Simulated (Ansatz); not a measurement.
Hf:
Space group P6₃/mmc (No. 194); a = b = 3.121 Å, c = 4.939 Å, α = β = 90.00°, γ = 120.00°

| atom | site | symmetry | x | y | z |
|---|---|---|---|---|---|
| Hf | 2d | -6m2 | 0.6667 | 0.3333 | 0.2500 |

Relaxed with DFT-LDA in the program Ansatz with PAW potentials. Indices refer to the conventional cell of P6_3/mmc, a = 3.1209 Å, b = 3.1209 Å, c = 4.9388 Å, α = 90.00°, β = 90.00°, γ = 120.00°.

Task: Simulate the powder diffraction pattern (Cu Kα, λ = 1.54184 Å; lines above 1 %) up to 2θ = 90°.

Result: Simulated powder pattern, Cu Kα, λ = 1.54184 Å (kinematic, ideal powder, no thermal factors, no anomalous dispersion; the 30 strongest lines at most, above 1 %, up to 2θ = 90°):

```csv
2θ (°),d (Å),I/Imax (%),hkl
33.15,2.703,24,(1 0 -1 0)
36.38,2.469,25,(0002)
37.95,2.371,100,(1 0 -1 1)
50.03,1.823,15,(1 0 -1 2)
59.21,1.560,19,(1 1 -2 0)
66.50,1.406,20,(1 0 -1 3)
69.57,1.351,2.9,(2 0 -2 0)
71.52,1.319,22,(1 1 -2 2)
72.52,1.303,16,(2 0 -2 1)
77.27,1.235,2.9,(0004)
81.13,1.185,3.9,(2 0 -2 2)
86.70,1.123,3.4,(1 0 -1 4)
```

The LDA relaxation kept the symmetry of its start. No spin polarisation was allowed. Axis ratios of metals converge slowly with the k-mesh, so a and c are less sure than the volume. Scalar-relativistic: spin–orbit coupling is off unless named, which matters more the heavier the elements.

Potentials: the later of the program's two PAW sets.
